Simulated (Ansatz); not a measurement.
Computed with DFT PBE, scalar-relativistic, plane waves, PAW in Ansatz 0.2.0. Settings: cutoff 420 eV, Γ-centred meshes spaced at most about 0.3 Å⁻¹, and about 0.25 Å⁻¹ or finer for metals (2π included), Gaussian smearing. No spin polarisation in the final relaxations.

All energies are static (0 K, no zero-point motion).

Two relaxed structures of Zn2Si3N:

A.

```
Zn Si N
1.0
     2.79301    0.00000    0.00000
    -1.39650    2.41882    0.00000
     0.00000    0.00000   11.71312
Zn Si N
2 3 1
Cartesian
  0.0000 1.6125 8.1396
  1.3965 0.8063 3.5736
  0.0000 1.6125 1.3275
  1.3965 0.8063 10.3857
  0.0000 0.0000 5.8566
  0.0000 0.0000 0.0000
```

B.

```
Zn Si N
1.0
     5.06543    0.00000    0.00000
     0.00000    5.06543    0.00000
     0.00000    0.00000    4.20364
Zn Si N
2 3 1
Direct
  0.50000 0.00000 0.00000
  0.00000 0.50000 0.00000
  0.50000 0.50000 0.50000
  0.50000 0.50000 0.00000
  0.00000 0.00000 0.00000
  0.00000 0.00000 0.50000
```

Question: Which is lower in energy, and by how much?

Answer: A is lower, by 0.67 eV/atom. A has space group P-3m1 (No. 164), 13.2 Å³/atom and no gap on its mesh; B has space group P4/mmm (No. 123), 18.0 Å³/atom and no gap. Counting Si or Zn atoms around N (for each partner element, those within 1.25 times its shortest distance or 1.15 times the sum of covalent radii, where it is the nearest in units of that sum or under 1.3), A has N 6 and B has N 2. B holds Si–Si chains (shortest 2.10 Å); in A the shortest Si–Si distance is 2.79 Å, near bonding range too. The denser one is the lower, and pressure would at first widen the difference. Even the lower one lies +0.37 eV/atom against the reference forms of the elements (uncorrected), so neither is stable at this level. Both come from invented guesses.

Cells relaxed within their symmetry can be saddle points.
